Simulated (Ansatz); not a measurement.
TlF:
```cif
data_F2Tl2
_chemical_formula_sum 'Tl2 F2'
_space_group_name_H-M_alt 'P 1'
_space_group_IT_number 1
_cell_length_a 3.68738
_cell_length_b 3.68738
_cell_length_c 6.20542
_cell_angle_alpha 90.000
_cell_angle_beta 90.000
_cell_angle_gamma 90.000
loop_
_space_group_symop_operation_xyz
  'x, y, z'
loop_
_atom_site_label
_atom_site_type_symbol
_atom_site_fract_x
_atom_site_fract_y
_atom_site_fract_z
_atom_site_occupancy
Tl1 Tl 0.00000 0.50000 0.74440 1
Tl2 Tl 0.50000 0.00000 0.25560 1
F1 F 0.50000 0.00000 0.86484 1
F2 F 0.00000 0.50000 0.13516 1
```

Relaxed with r²SCAN+D4. r²SCAN+D4 in the plane-wave PAW code Ansatz gives a gap of 3.23 eV.

Problem. What gap does HSE06 give on the same cell (Ansatz, PAW)?

Solution. 3.71 eV, 0.48 eV more. The hybrid was solved on a coarser mesh and at special points; the gap given is the minimum over both.

Cost on shared cores: the r²SCAN+D4 run (SCF on a 8×8×5 mesh, then bands and DOS) roughly 80 core-seconds, the HSE06 run (SCF on 6×6×4, then a few points) roughly 2.6 core-minutes; the tasks are unlike.

Space group P4/nmm. The first step of the workflow began from a Materials Project structure, measured or hypothetical; the Crystallography Open Database files this formula in space group No. 129, but the cells were not matched. Whether it is the stable phase at ambient conditions was not checked. The r²SCAN+D4 relaxation kept the symmetry of its start; whether a distortion lowers the energy is not shown. Spin–orbit coupling is left out wherever it is not named.

Potentials: the later of the program's two PAW sets.
